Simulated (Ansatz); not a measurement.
WS2:
```
CELL_PARAMETERS angstrom
      3.18192     0.00000     0.00000
     -1.59096     2.75563     0.00000
      0.00000     0.00000    13.06972
ATOMIC_POSITIONS crystal
  W  0.33333 0.66667 0.25000
  W  0.66667 0.33333 0.75000
  S  0.33333 0.66667 0.63066
  S  0.66667 0.33333 0.36934
  S  0.66667 0.33333 0.13066
  S  0.33333 0.66667 0.86934
```

This is the r²SCAN-relaxed structure.

Q: All from DFT-r²SCAN in the program Ansatz with PAW potentials, unless another level is named. Estimate the smallest direct gap on the standard path.

A: 1.88 eV.

Q: Give the formation energy from the elements (no fitted shifts).

A: -0.91 eV/atom.

Q: Give the band gap.

A: 1.37 eV (indirect).

Q: And the conduction-band minimum?

A: on the K–Γ line, 48 % of the way from K (6 equivalent valleys).

Q: And the valence-band maximum?

A: at Γ.

Space group P6_3/mmc. Symmetry was held in the r²SCAN relaxation. No spin polarisation was allowed. A crystal of weakly bound layers computed without a dispersion correction: the cell and the soft elastic constants depend strongly on that. The references are the lowest solids computed at this level, not always the standard phases. Spin–orbit coupling is left out wherever it is not named.

Potentials: the earlier of the program's two PAW sets.
